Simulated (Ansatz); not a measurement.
A relaxation computed with Ansatz, from input to last step.

```yaml
crystal:
  lattice:
    - [1.6711303714, -5.6990818224, 0.0]
    - [1.6711303714, 5.6990818224, 0.0]
    - [0.0, 0.0, 4.6095698982]
  atoms:
    - { symbol: P, position: [0.9059845524, 0.0940154476, 0.0865344396] }
    - { symbol: P, position: [0.5940154476, 0.4059845524, 0.5865344396] }
    - { symbol: P, position: [0.0940154476, 0.9059845524, 0.9134655604] }
    - { symbol: P, position: [0.4059845524, 0.5940154476, 0.4134655604] }
basis:
  ecutwfc: 420
kpoints:
  mp_grid: { grid: [12, 12, 8] }
hamiltonian:
  xc: pbe
scf:
  occupations: { method: gaussian, width: 0.01 }
output:
  forces: true
  stress: true
  eigenvalues: true
relax:
  adjacent_minimum: "off"
  f_tol: 0.01
  max_steps: 30
  cell: { stress_tol: 0.1, fix: [volume] }
```

```bash
ansatz run input.yaml --threads 1 --pin off --max-ram 2560MiB --backend cpu --events-out ev --progress --plain --runs-dir out
```

Theory: DFT PBE, scalar-relativistic, plane waves, PAW (Ansatz).

The volume is held at 1.03 times that of the relaxed cell.

Of 5 frames 4 are shown, positions in Å and forces in eV/Å; the SCF threshold varies from step to step. Steps run on the plane waves of an earlier cell, with a Pulay correction in the pressure. The basis is chosen afresh for the last frame, the zero of the energies, and at times for earlier ones too; energy and pressure step there, also at an unchanged geometry.

```xyz
4
Lattice="1.6711 -5.6991 0.0000 1.6711 5.6991 0.0000 0.0000 0.0000 4.6096" Properties=species:S:1:pos:R:3:forces:R:3 pbc="T T T" step=1 free_energy_over_end_meV_per_atom=3.52 pressure_GPa=-1.90
P     1.6711   -4.6275    0.3989    0.0000   -0.1803    0.1473
P     1.6711   -1.0716    2.7037    0.0000    0.1803    0.1473
P     1.6711    4.6275    4.2107    0.0000    0.1803   -0.1473
P     1.6711    1.0716    1.9059    0.0000   -0.1803   -0.1473
4
Lattice="1.6578 -5.7536 0.0000 1.6578 5.7536 0.0000 0.0000 0.0000 4.6026" Properties=species:S:1:pos:R:3:forces:R:3 pbc="T T T" step=2 free_energy_over_end_meV_per_atom=0.77 pressure_GPa=-0.90
P     1.6578   -4.6891    0.3979    0.0000   -0.0711    0.1299
P     1.6578   -1.0645    2.6992    0.0000    0.0711    0.1299
P     1.6578    4.6891    4.2047    0.0000    0.0711   -0.1299
P     1.6578    1.0645    1.9034    0.0000   -0.0711   -0.1299
4
Lattice="1.6566 -5.7808 0.0000 1.6566 5.7808 0.0000 0.0000 0.0000 4.5843" Properties=species:S:1:pos:R:3:forces:R:3 pbc="T T T" step=3 free_energy_over_end_meV_per_atom=0.06 pressure_GPa=-0.08
P     1.6566   -4.7233    0.4015    0.0000    0.0222   -0.0199
P     1.6566   -1.0575    2.6937    0.0000   -0.0222   -0.0199
P     1.6566    4.7233    4.1828    0.0000   -0.0222    0.0199
P     1.6566    1.0575    1.8906    0.0000    0.0222    0.0199
4
Lattice="1.6546 -5.7787 0.0000 1.6546 5.7787 0.0000 0.0000 0.0000 4.5914" Properties=species:S:1:pos:R:3:forces:R:3 pbc="T T T" step=5 free_energy_over_end_meV_per_atom=0.00 pressure_GPa=-0.17
P     1.6546   -4.7198    0.4016    0.0000    0.0008    0.0046
P     1.6546   -1.0590    2.6973    0.0000   -0.0008    0.0046
P     1.6546    4.7198    4.1898    0.0000   -0.0008   -0.0046
P     1.6546    1.0590    1.8941    0.0000    0.0008   -0.0046
```

It took 70 s on 1 thread of Intel(R) Xeon(R) Platinum 8488C (Sapphire Rapids), with other jobs on the host, peak memory 0.58 GiB.

The cell holds layers, and where no dispersion correction was added their binding is poorly described.